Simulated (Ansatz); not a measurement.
Kick test of a cell of Cu2Ni

It was reached by relaxing an invented guess, and it needn't be the stable form of this composition.

Theory: Ansatz 0.2.0, DFT PBE, scalar-relativistic, plane waves, PAW. Settings: cutoff 420 eV, Γ-centred mesh 12×12×10 on the computed 6-atom cell, Gaussian smearing of 0.10 eV; no spin polarisation.

The cell below (6 atoms, space group P-62m (No. 189)) is relaxed within its symmetry.

```
Cu Ni
1.0
     4.37824    0.00000    0.00000
    -2.18912    3.79166    0.00000
     0.00000    0.00000    4.17164
Cu Ni
4 2
Direct
  0.00000 0.00000 0.00000
  0.00000 0.33757 0.50000
  0.66243 0.66243 0.50000
  0.33757 0.00000 0.50000
  0.66667 0.33333 0.00000
  0.33333 0.66667 0.00000
```

For the test a repeat of it with 12 atoms (edges 4.38, 4.38, 8.34 Å) was strained at random (σ = 1.5 % a component), the atoms were moved at random (σ = 0.05 Å), and all was relaxed again on a coarse 6×6×4 mesh (in the run’s order of axes) with 0.20 eV smearing, with no symmetry imposed.

Trial moments died out on the coarse mesh, so the last step has no spin; another magnetic start might hold.

Question: Is the structure stable against such a distortion?

Answer: It returns, within 1 meV/atom of the unmoved cell on that mesh and with the same symmetry when read at 0.1 Å. No instability shows in this cell; modes of other wave vectors, which need another repeat, aren't tested.
